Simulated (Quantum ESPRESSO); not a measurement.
# Kohn-Sham bands of CoSi2 (Fm-3m)

```xyz
3
Lattice="0.0000 2.6564 2.6564 2.6564 0.0000 2.6564 2.6564 2.6564 0.0000" Properties=species:S:1:pos:R:3 pbc="T T T"
Co     0.0000     0.0000     0.0000
Si    -1.3282    -1.3282    -1.3282
Si     1.3282     1.3282     1.3282
```

Materials Project entry mp-2379; symmetrised, unrelaxed at this level. COD (Crystallography Open Database) has an entry of this formula and space group (matched by these alone). Level: PBEsol, no spin polarisation, no spin-orbit coupling; pw.x of Quantum ESPRESSO at 77 Ry with PseudoDojo potentials, 10×10×10 k-points, Wannier90. Density: 10×10×10 mesh, cold smearing 0.01 Ry. A non-magnetic state is assumed; magnetic ones were not tried.

Problem. List the Kohn-Sham levels between −8 and 3.0 eV relative to the Fermi level at the high-symmetry points, as a band run of pw.x on that density gives them (levels within 2 meV counted together).

Solution. 
| point | k (reciprocal lattice) | levels (eV) |
|---|---|---|
| Γ | 0.000 0.000 0.000 | -4.19 (×3), -1.96 (×2), 1.02 |
| X | 0.500 0.000 0.500 | -7.36, -6.49, -3.71 (×2), -2.04 (×2), -1.98, -1.35, 1.70, 2.92 |
| U | 0.625 0.250 0.625 | -6.73, -3.95, -3.49, -2.32, -1.84, -1.25, -0.97, 2.06 |
| K | 0.375 0.375 0.750 | -6.73, -3.95, -3.49, -2.32, -1.84, -1.25, -0.97, 2.06 |
| L | 0.500 0.500 0.500 | -3.70 (×2), -2.25, -1.68 (×2), -0.47 (×2), 2.74 |
| W | 0.500 0.250 0.750 | -6.20, -6.10, -2.37 (×2), -2.03, -1.48, -0.67 |
